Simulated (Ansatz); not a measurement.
Ansatz input file:

```yaml
crystal:
  lattice:
    - [2.7252000919, 0.0, 0.0]
    - [-1.362600046, 2.36009251, 0.0]
    - [0.0, 0.0, 18.8263866355]
  atoms:
    - { symbol: Pt, position: [0.0, 0.0, 0.0] }
    - { symbol: Pt, position: [0.3333333333, 0.6666666667, 0.125] }
    - { symbol: Pt, position: [0.0, 0.0, 0.25] }
    - { symbol: Pt, position: [0.6666666667, 0.3333333333, 0.375] }
    - { symbol: Pt, position: [0.0, 0.0, 0.5] }
    - { symbol: Pt, position: [0.6666666667, 0.3333333333, 0.625] }
    - { symbol: Pt, position: [0.3333333333, 0.6666666667, 0.75] }
    - { symbol: Pt, position: [0.6666666667, 0.3333333333, 0.875] }
basis:
  ecutwfc: 420
kpoints:
  mp_grid: { grid: [18, 18, 3] }
hamiltonian:
  xc: pbesol
scf:
  occupations: { method: gaussian, width: 0.1 }
output:
  forces: true
  stress: true
  eigenvalues: true
  populations: true
relax:
  adjacent_minimum: "off"
  f_tol: 0.01
  max_steps: 45
  cell: { stress_tol: 0.05 }
```

Command:
```bash
ansatz run input.yaml --threads 1 --pin off --max-ram 2560MiB --backend cpu --events-out ev --progress --plain --runs-dir out
```

All numbers below come from DFT PBEsol, scalar-relativistic, plane waves, PAW in Ansatz.

Part of what the program printed, abridged:

```
Pseudopotentials: kind: paw
Pseudopotential: Pt, paw, valence charge 18, recommended cutoff 420 eV (normal)
Functional definition: PBEsol
Crystal: 8 atoms, lattice volume = 121.086 Å³
Basis set: ecut = 420 eV, 2397 PW (Γ), exchange–correlation on 40×40×256 points (8 copies of the dense FFT grid, shifted against one another)
Bands: 87, of which v1, the nominal top of the filled ones, is band 72 counted from 1 (71 counted from 0)
Symmetry: 12 space group operations
Space group: P-3m1 (ITA 164), of the structure as read, at distance tolerance 4.9e-5 Å
k-points: 101 of 972
Initial density: superposition of atomic densities (neutral atoms: chi_scale 0, normalization atom), corrected by the library's trained network
Initial wavefunctions: pseudopotential atomic-orbital guess
Functional: x = pbesol(κ = 0.804, μ = 0.12345679), c = pbesol(β = 0.046)
SCF iter   1: F=—  HF=-99070.306701 eV  |F-HF|=—  |Δ(HF+E_count)|=         —  Δρ=8.72e-3  dr2=6.08e-2  ethr=1.77e-3  ⟨swp⟩=5.6  Hψ=30017  notcnv=0  defer=216
SCF iter   2: F=—  HF=-99070.298214 eV  |F-HF|=—  |Δ(HF+E_count)|=   8.49e-3  Δρ=4.35e-3  dr2=1.54e-2  ethr=4.22e-5  ⟨swp⟩=1.9  Hψ=11532  notcnv=0  defer=235
SCF iter   3: F=—  HF=-99070.294647 eV  |F-HF|=—  |Δ(HF+E_count)|=   3.57e-3  Δρ=5.99e-4  dr2=3.05e-4  ethr=1.07e-5  ⟨swp⟩=2.1  Hψ=11816  notcnv=0  defer=235
SCF iter   4: F=—  HF=-99070.294659 eV  |F-HF|=—  |Δ(HF+E_count)|=   1.17e-5  Δρ=9.93e-5  dr2=1.92e-5  ethr=2.11e-7  ⟨swp⟩=1.7  Hψ=11051  notcnv=0  defer=235
SCF iter   5: F=—  HF=-99070.294559 eV  |F-HF|=—  |Δ(HF+E_count)|=   9.98e-5  Δρ=2.69e-5  dr2=1.69e-6  ethr=1.34e-8  ⟨swp⟩=1.4  Hψ=9721  notcnv=0  defer=235
SCF iter   6: F=—  HF=-99070.294559 eV  |F-HF|=—  |Δ(HF+E_count)|=   8.44e-8  Δρ=5.78e-6  dr2=1.52e-7  ethr=1.18e-9  ⟨swp⟩=1.2  Hψ=8407  notcnv=0  defer=235
SCF iter   7: F=-99070.294559 eV  HF=-99070.294559 eV  |F-HF|=1.56e-8  |Δ(HF+E_count)|=   5.97e-9  Δρ=1.69e-6  dr2=1.70e-8  ethr=6.94e-11  ⟨swp⟩=8.4  Hψ=31188  notcnv=0
SCF 1 converged in 7 iterations: F = -99070.294559 eV  dr2 = 1.70e-8
relax step   1: F+E_penalty+E_count = -99070.29455913 eV  Δ(F+E_penalty+E_count) = +0.000e0 eV  max|allowed force component| = 1.534e-1 eV/Å  Δτ_max = 0.0000 Å  P = -0.491 GPa  Ω = 121.086 Å³  (7 SCF iters, dr2 threshold 1.00e-7 eV, accepted)
Crystal: 8 atoms, lattice volume = 119.631 Å³
Basis set: ecut = 420 eV, 2323 PW (Γ), exchange–correlation on 40×40×256 points (8 copies of the dense FFT grid, shifted against one another)
Initial density: handed on by an earlier stage of this run
Initial wavefunctions: those handed on with the density
SCF iter   1: F=—  HF=-99070.333788 eV  |F-HF|=—  |Δ(HF+E_count)|=         —  Δρ=1.03e-2  dr2=2.79e-1  ethr=1.96e-4  ⟨swp⟩=1.5  Hψ=36766  notcnv=0
SCF iter   2: F=—  HF=-99070.325762 eV  |F-HF|=—  |Δ(HF+E_count)|=   8.03e-3  Δρ=4.93e-3  dr2=8.82e-2  ethr=1.94e-4  ⟨swp⟩=1.0  Hψ=8787  notcnv=0
SCF iter   3: F=—  HF=-99070.323048 eV  |F-HF|=—  |Δ(HF+E_count)|=   2.71e-3  Δρ=5.13e-4  dr2=5.57e-3  ethr=6.12e-5  ⟨swp⟩=1.0  Hψ=8787  notcnv=0
SCF iter   4: F=—  HF=-99070.323030 eV  |F-HF|=—  |Δ(HF+E_count)|=   1.87e-5  Δρ=2.03e-4  dr2=3.37e-4  ethr=3.86e-6  ⟨swp⟩=1.0  Hψ=8787  notcnv=0
SCF iter   5: F=—  HF=-99070.323018 eV  |F-HF|=—  |Δ(HF+E_count)|=   1.16e-5  Δρ=4.70e-5  dr2=7.30e-5  ethr=2.34e-7  ⟨swp⟩=1.0  Hψ=8787  notcnv=0
SCF iter   6: F=-99070.323017 eV  HF=-99070.323017 eV  |F-HF|=6.17e-8  |Δ(HF+E_count)|=   7.14e-7  Δρ=1.15e-5  dr2=1.27e-7  ethr=5.56e-10  ⟨swp⟩=4.0  Hψ=31286  notcnv=0
SCF 2 converged in 6 iterations: F = -99070.323017 eV  dr2 = 1.27e-7
relax step   2: F+E_penalty+E_count = -99070.32301725 eV  Δ(F+E_penalty+E_count) = -2.846e-2 eV  max|allowed force component| = 2.679e-1 eV/Å  Δτ_max = 0.0310 Å  P = +2.451 GPa  Ω = 119.631 Å³  energy of the carried Pulay correction = +5.780e-4 eV  (6 SCF iters, dr2 threshold 8.00e-7 eV, accepted)
Crystal: 8 atoms, lattice volume = 121.094 Å³
Basis set: ecut = 420 eV, 2383 PW (Γ), exchange–correlation on 40×40×256 points (8 copies of the dense FFT grid, shifted against one another)
SCF iter   1: F=—  HF=-99070.336762 eV  |F-HF|=—  |Δ(HF+E_count)|=         —  Δρ=3.25e-3  dr2=6.86e-2  ethr=4.73e-5  ⟨swp⟩=2.0  Hψ=35523  notcnv=0
SCF iter   2: F=—  HF=-99070.335749 eV  |F-HF|=—  |Δ(HF+E_count)|=   1.01e-3  Δρ=1.77e-3  dr2=2.37e-2  ethr=4.73e-5  ⟨swp⟩=1.0  Hψ=8787  notcnv=0
SCF iter   3: F=—  HF=-99070.335205 eV  |F-HF|=—  |Δ(HF+E_count)|=   5.44e-4  Δρ=1.60e-4  dr2=8.53e-4  ethr=1.65e-5  ⟨swp⟩=1.0  Hψ=8787  notcnv=0
SCF iter   4: F=—  HF=-99070.335197 eV  |F-HF|=—  |Δ(HF+E_count)|=   8.20e-6  Δρ=7.39e-5  dr2=1.24e-4  ethr=5.92e-7  ⟨swp⟩=1.0  Hψ=8787  notcnv=0
SCF iter   5: F=—  HF=-99070.335168 eV  |F-HF|=—  |Δ(HF+E_count)|=   2.90e-5  Δρ=1.83e-5  dr2=1.02e-5  ethr=8.60e-8  ⟨swp⟩=1.0  Hψ=8787  notcnv=0
SCF iter   6: F=-99070.335168 eV  HF=-99070.335168 eV  |F-HF|=6.42e-8  |Δ(HF+E_count)|=   1.13e-7  Δρ=4.01e-6  dr2=7.62e-8  ethr=5.56e-10  ⟨swp⟩=2.6  Hψ=26594  notcnv=0
SCF 3 converged in 6 iterations: F = -99070.335168 eV  dr2 = 7.62e-8
relax step   3: F+E_penalty+E_count = -99070.33516758 eV  Δ(F+E_penalty+E_count) = -1.215e-2 eV  max|allowed force component| = 2.046e-2 eV/Å  Δτ_max = 0.0174 Å  P = -1.134 GPa  Ω = 121.094 Å³  energy of the carried Pulay correction = -2.954e-6 eV  (6 SCF iters, dr2 threshold 8.00e-7 eV, accepted)
Crystal: 8 atoms, lattice volume = 120.588 Å³
Basis set: ecut = 420 eV, 2359 PW (Γ), exchange–correlation on 40×40×256 points (8 copies of the dense FFT grid, shifted against one another)
SCF iter   1: F=—  HF=-99070.337285 eV  |F-HF|=—  |Δ(HF+E_count)|=         —  Δρ=4.68e-4  dr2=1.81e-4  ethr=1.43e-7  ⟨swp⟩=2.1  Hψ=34079  notcnv=0
SCF iter   2: F=—  HF=-99070.337229 eV  |F-HF|=—  |Δ(HF+E_count)|=   5.63e-5  Δρ=2.42e-4  dr2=5.37e-5  ethr=1.25e-7  ⟨swp⟩=1.0  Hψ=8787  notcnv=0
SCF iter   3: F=—  HF=-99070.337222 eV  |F-HF|=—  |Δ(HF+E_count)|=   7.07e-6  Δρ=2.99e-5  dr2=2.10e-6  ethr=3.73e-8  ⟨swp⟩=1.0  Hψ=8787  notcnv=0
SCF iter   4: F=-99070.337222 eV  HF=-99070.337222 eV  |F-HF|=1.90e-7  |Δ(HF+E_count)|=   2.99e-7  Δρ=7.44e-6  dr2=2.24e-7  ethr=1.46e-9  ⟨swp⟩=1.0  Hψ=8787  notcnv=0
SCF iter   5: F=-99070.337222 eV  HF=-99070.337222 eV  |F-HF|=4.01e-8  |Δ(HF+E_count)|=   8.76e-9  Δρ=2.25e-6  dr2=4.26e-8  ethr=1.56e-10  ⟨swp⟩=1.4  Hψ=8900  notcnv=0
SCF iter   6: F=-99070.337222 eV  HF=-99070.337222 eV  |F-HF|=1.57e-9  |Δ(HF+E_count)|=   1.67e-9  Δρ=5.82e-7  dr2=1.77e-9  ethr=2.96e-11  ⟨swp⟩=2.3  Hψ=20895  notcnv=0
SCF 4 converged in 6 iterations: F = -99070.337222 eV  dr2 = 1.77e-9
relax step   4: F+E_penalty+E_count = -99070.33722175 eV  Δ(F+E_penalty+E_count) = -2.054e-3 eV  max|allowed force component| = 7.040e-3 eV/Å  Δτ_max = 0.0012 Å  P = +0.056 GPa  Ω = 120.588 Å³  energy of the carried Pulay correction = +1.970e-4 eV  (6 SCF iters, dr2 threshold 8.00e-7 eV, accepted)
Crystal: 8 atoms, lattice volume = 120.619 Å³
SCF iter   1: F=—  HF=-99070.337273 eV  |F-HF|=—  |Δ(HF+E_count)|=         —  Δρ=2.04e-4  dr2=8.37e-5  ethr=6.67e-8  ⟨swp⟩=2.3  Hψ=31467  notcnv=0
SCF iter   2: F=—  HF=-99070.337240 eV  |F-HF|=—  |Δ(HF+E_count)|=   3.32e-5  Δρ=9.62e-5  dr2=2.70e-5  ethr=5.81e-8  ⟨swp⟩=1.0  Hψ=8787  notcnv=0
SCF iter   3: F=—  HF=-99070.337239 eV  |F-HF|=—  |Δ(HF+E_count)|=   1.07e-6  Δρ=1.05e-5  dr2=1.82e-6  ethr=1.88e-8  ⟨swp⟩=1.0  Hψ=8787  notcnv=0
SCF iter   4: F=—  HF=-99070.337239 eV  |F-HF|=—  |Δ(HF+E_count)|=   6.22e-8  Δρ=3.90e-6  dr2=6.13e-8  ethr=1.26e-9  ⟨swp⟩=1.0  Hψ=8787  notcnv=0
SCF iter   5: F=—  HF=-99070.337239 eV  |F-HF|=—  |Δ(HF+E_count)|=   5.06e-9  Δρ=1.30e-6  dr2=5.01e-8  ethr=4.26e-11  ⟨swp⟩=2.0  Hψ=10150  notcnv=0
SCF iter   6: F=-99070.337239 eV  HF=-99070.337239 eV  |F-HF|=5.24e-10  |Δ(HF+E_count)|=   1.00e-9  Δρ=4.60e-7  dr2=5.82e-10  ethr=2.95e-11  ⟨swp⟩=3.7  Hψ=22100  notcnv=0
SCF 5 converged in 6 iterations: F = -99070.337239 eV  dr2 = 5.82e-10
relax step   5: F+E_penalty+E_count = -99070.33723877 eV  Δ(F+E_penalty+E_count) = -1.702e-5 eV  max|allowed force component| = 2.078e-3 eV/Å  Δτ_max = 0.0007 Å  P = -0.009 GPa  Ω = 120.619 Å³  energy of the carried Pulay correction = +1.847e-4 eV  (6 SCF iters, dr2 threshold 4.24e-8 eV, accepted)
Basis set: ecut = 420 eV, 2359 PW (Γ), exchange–correlation on 40×40×250 points (8 copies of the dense FFT grid, shifted against one another)
Initial wavefunctions: pseudopotential atomic-orbital guess (no wavefunctions were taken with the density)
SCF iter   1: F=—  HF=-99070.337105 eV  |F-HF|=—  |Δ(HF+E_count)|=         —  Δρ=8.52e-5  dr2=4.81e-7  ethr=2.78e-8  ⟨swp⟩=3.4  Hψ=50882  notcnv=0
SCF iter   2: F=—  HF=-99070.337117 eV  |F-HF|=—  |Δ(HF+E_count)|=   1.18e-5  Δρ=4.27e-5  dr2=9.89e-8  ethr=3.34e-10  ⟨swp⟩=2.6  Hψ=13588  notcnv=0
SCF iter   3: F=—  HF=-99070.337117 eV  |F-HF|=—  |Δ(HF+E_count)|=   8.52e-7  Δρ=4.87e-6  dr2=4.16e-9  ethr=6.87e-11  ⟨swp⟩=2.5  Hψ=16037  notcnv=0
SCF iter   4: F=-99070.337117 eV  HF=-99070.337117 eV  |F-HF|=5.82e-11  |Δ(HF+E_count)|=   8.56e-9  Δρ=3.32e-7  dr2=5.27e-11  ethr=2.89e-12  ⟨swp⟩=2.8  Hψ=15026  notcnv=0
SCF iter   5: F=-99070.337117 eV  HF=-99070.337117 eV  |F-HF|=1.46e-11  |Δ(HF+E_count)|=    0.00e0  Δρ=3.81e-8  dr2=1.00e-11  ethr=1.00e-12  ⟨swp⟩=1.0  Hψ=8787  notcnv=0
SCF iter   6: F=-99070.337117 eV  HF=-99070.337117 eV  |F-HF|=2.91e-11  |Δ(HF+E_count)|=  5.82e-11  Δρ=1.18e-8  dr2=1.57e-12  ethr=1.00e-12  ⟨swp⟩=1.0  Hψ=8787  notcnv=0
SCF iter   7: F=-99070.337117 eV  HF=-99070.337117 eV  |F-HF|=4.37e-11  |Δ(HF+E_count)|=  1.46e-11  Δρ=3.90e-9  dr2=1.37e-13  ethr=1.00e-12  ⟨swp⟩=1.0  Hψ=8787  notcnv=0
SCF iter   8: F=-99070.337117 eV  HF=-99070.337117 eV  |F-HF|=1.46e-11  |Δ(HF+E_count)|=  2.91e-11  Δρ=1.43e-9  dr2=2.15e-15  ethr=1.00e-12  ⟨swp⟩=1.2  Hψ=18358  notcnv=0
SCF 6 converged in 8 iterations: F = -99070.337117 eV  dr2 = 2.15e-15
SCF converged after 8 iterations
Free energy (F): -99070.337117 eV
Harris-Foulkes:  -99070.337117 eV  (|F-HF|=1.46e-11)
Internal energy: -99070.266285 eV  (E = F + TS)
E sigma→0 (E₀):  -99070.301701 eV
Entropy (-TS):   -0.070832 eV (-8.854 meV/atom)
Fermi energy:    23.245809 eV
--- Per-component energies (eV) ---
  E_band       = -1052.891774
  E_kinetic    = 5104.393156
  E_local      = -11713.686999  (includes V_loc(G=0)·N_el)
  E_nonlocal   = 1623.743904
  E_hartree    = 4340.403509
  E_xc         = -2083.592283
  E_vxc        = -2420.449181  (∫ρ·V_xc dr)
  E_paw        = -74530.565225  (= ΣΔE_a)
  E_vpaw       = -2327.701135  (= ΣTr[D̂ρ^β])
  E_aug_tail   = 0.001461  (compensation charges beyond the density's cutoff)
  E_ewald      = -21813.259657
  E_core_change = 2.295849  (= ΣΔE_core)
  E_smearing   = -0.070832  (= −TS)
--- Forces (eV/Å), atoms counted from 1 ---
  atom   1  Pt     0.00000000     0.00000000     0.00131666
  atom   2  Pt     0.00000000     0.00000000    -0.00090813
  atom   3  Pt     0.00000000     0.00000000     0.00048352
  atom   4  Pt     0.00000000     0.00000000     0.00210291
  atom   5  Pt     0.00000000     0.00000000    -0.00210291
  atom   6  Pt     0.00000000     0.00000000    -0.00048352
  atom   7  Pt     0.00000000     0.00000000     0.00090813
  atom   8  Pt     0.00000000     0.00000000    -0.00131666
--- Stress (GPa, compression-positive) ---
       -0.014026       0.000000       0.000000
        0.000000      -0.014026       0.000000
        0.000000       0.000000      -0.000316
  P = ⅓ Tr σ = -0.0095 GPa (-0.095 kbar)
--- Band table (eV; the first three rows and the last of 101) ---
  k-point 0: bands = ["-75.3331", "-75.3244", "-75.3162", "-75.3085", "-75.2929", "-75.2877", "-75.2782", "-75.2705", "-29.6867", "-29.6137", "-29.5969", "-29.4570", "-29.4516", "-29.3524", "-29.3524", "-29.3374", "-29.3374", "-29.3263", "-29.3263", "-29.3117", "-29.3117", "-29.3095", "-29.3095", "-29.3028", "-29.2962", "-29.2962", "-29.2929", "-29.2845", "-29.2845", "-29.2723", "-29.2723", "-29.2241", "12.9239", "13.5076", "13.5137", "14.8764", "14.8765", "15.6814", "15.6873", "15.7717", "18.9745", "18.9951", "19.0351", "19.0534", "19.2102", "19.3877", "19.3877", "19.4287", "19.4287", "19.5100", "19.5100", "19.5837", "19.5837", "19.5861", "19.5861", "19.6699", "19.6699", "19.8086", "19.8086 ...
  k-point 1: bands = ["-75.3331", "-75.3244", "-75.3162", "-75.3085", "-75.2929", "-75.2878", "-75.2782", "-75.2705", "-29.6840", "-29.6343", "-29.5615", "-29.5103", "-29.3987", "-29.3523", "-29.3523", "-29.3423", "-29.3378", "-29.3378", "-29.3247", "-29.3247", "-29.3164", "-29.3164", "-29.3043", "-29.3043", "-29.2985", "-29.2985", "-29.2841", "-29.2841", "-29.2723", "-29.2723", "-29.2660", "-29.2287", "12.9887", "13.1959", "13.9250", "14.4014", "15.2763", "15.5452", "15.7346", "15.7739", "18.8912", "18.9595", "19.1146", "19.1854", "19.2984", "19.3955", "19.3955", "19.4424", "19.4424", "19.4814", "19.4814", "19.5317", "19.5317", "19.6323", "19.6323", "19.7121", "19.7121", "19.7884", "19.7884 ...
  k-point 2: bands = ["-75.3321", "-75.3235", "-75.3155", "-75.3079", "-75.2920", "-75.2870", "-75.2775", "-75.2699", "-29.6824", "-29.6110", "-29.5939", "-29.4585", "-29.4533", "-29.3640", "-29.3560", "-29.3484", "-29.3409", "-29.3376", "-29.3297", "-29.3240", "-29.3203", "-29.3148", "-29.3147", "-29.3125", "-29.3106", "-29.2988", "-29.2931", "-29.2871", "-29.2865", "-29.2778", "-29.2747", "-29.2252", "13.0380", "13.6181", "13.6242", "14.9860", "14.9861", "15.7908", "15.7971", "15.8759", "18.8810", "18.9039", "18.9929", "19.0280", "19.2040", "19.3143", "19.3530", "19.4691", "19.4945", "19.5043", "19.5439", "19.5624", "19.5927", "19.6279", "19.6588", "19.6640", "19.7423", "19.7758", "19.8268 ...
  k-point 100: bands = ["-75.2926", "-75.2926", "-75.2900", "-75.2900", "-75.2572", "-75.2572", "-75.2525", "-75.2525", "-29.6596", "-29.6586", "-29.6586", "-29.6343", "-29.6343", "-29.6317", "-29.6143", "-29.6143", "-29.6113", "-29.5927", "-29.5910", "-29.5910", "-29.5645", "-29.5605", "-29.5605", "-29.5336", "-29.3931", "-29.3931", "-29.3880", "-29.3836", "-29.3493", "-29.3493", "-29.3246", "-29.3246", "17.4177", "17.4425", "17.4425", "17.5308", "17.7070", "17.7070", "17.8222", "17.8222", "17.9081", "18.0730", "18.0730", "18.1133", "18.3235", "18.4705", "18.4705", "18.5976", "19.1803", "19.2452", "19.2452", "19.2827", "19.2827", "19.3039", "19.3039", "19.3682", "20.5674", "20.6512", "20.65 ...
--- Relaxed structure (5 steps of the walk, 5 accepted, 1 SCFs on fresh bases) ---
  F+E_penalty+E_count = -99070.33711741 eV   max|allowed force component| = 2.103e-3 eV/Å   (the final SCF, on the basis selected at the relaxed cell)
  cell:  # Å, volume = 120.6192 Å³
    - [2.74919832, 0.0, 0.0]
    - [-1.37459916, 2.38087558, 0.0]
    - [0.0, 0.0, 18.42780958]
  atoms:
    - { symbol: Pt, position: [0.0, 0.0, -0.00073508] }
    - { symbol: Pt, position: [0.33333333, 0.66666666, 0.12436474] }
    - { symbol: Pt, position: [0.0, 0.0, 0.24929438] }
    - { symbol: Pt, position: [0.66666666, 0.33333333, 0.37421392] }
    - { symbol: Pt, position: [0.0, 0.0, 0.50078607] }
    - { symbol: Pt, position: [0.66666666, 0.33333333, 0.62570561] }
    - { symbol: Pt, position: [0.33333333, 0.66666666, 0.75063525] }
    - { symbol: Pt, position: [0.66666666, 0.33333333, 0.87573508] }
--- Löwdin populations: 8 sites ---
  site symbol q [e]
     0     Pt     17.8453
     1     Pt     17.8435
     2     Pt     17.8481
     3     Pt     17.8466
     4     Pt     17.8466
     5     Pt     17.8481
     6     Pt     17.8435
     7     Pt     17.8453
  spilling = 0.008563 (of n_electrons = 144.000000)
```

The relaxation met its thresholds.

It took 5.7 min on 1 thread of Arm Neoverse V1, with other jobs on the host, peak memory 0.91 GiB.

Spin–orbit coupling is left out, which can shift energies with elements as heavy as these.